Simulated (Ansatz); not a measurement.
Given:

Y₂N:
```yaml
crystal:
  lattice:
    - [3.44705, 0.00000, 0.00000]
    - [0.00000, 3.44705, 0.00000]
    - [0.00000, 0.00000, 4.72668]
  atoms:
    - { symbol: Y, position: [0.00000, 0.00000, 0.00000] }
    - { symbol: Y, position: [0.50000, 0.50000, 0.50000] }
    - { symbol: N, position: [0.50000, 0.50000, 0.00000] }
```

This is the LDA-relaxed structure. x, y and z are the axes in which the lattice vectors are written.

All from LDA (plane waves, PAW; program Ansatz), unless another level is named. Predict the bulk modulus (Birch–Murnaghan fit).

110 GPa.

Give the elastic constants (relaxed ions, GPa).

C11 = 197, C12 = 65.3, C13 = 56.5, C33 = 252, C44 = 63.0, C66 = 52.0.

Give the highest zone-centre frequency.

364 cm⁻¹.

Space group P4/mmm. The cell is a constructed one: a structure type filled with these elements; neither database checked (COD, Materials Project) lists it. Its standing as an ambient phase is unchecked. The cell was relaxed with LDA under the symmetry of its start; its stability against distortions is not shown here. No spin polarisation was allowed. With an odd number of electrons in the cell and no spin polarisation, the count alone makes it a metal. As this level gives no gap, shear constants depend on the k-mesh and smearing (Fermi–Dirac, 0.1 eV here). As this level gives no gap, phonon frequencies hold no LO–TO term and depend on the k-mesh and smearing (Fermi–Dirac, 0.1 eV here). On the denser mesh and wider smearing of the elastic run this cell carries a stress of 0.4 GPa.

Potentials: the later of the program's two PAW sets.
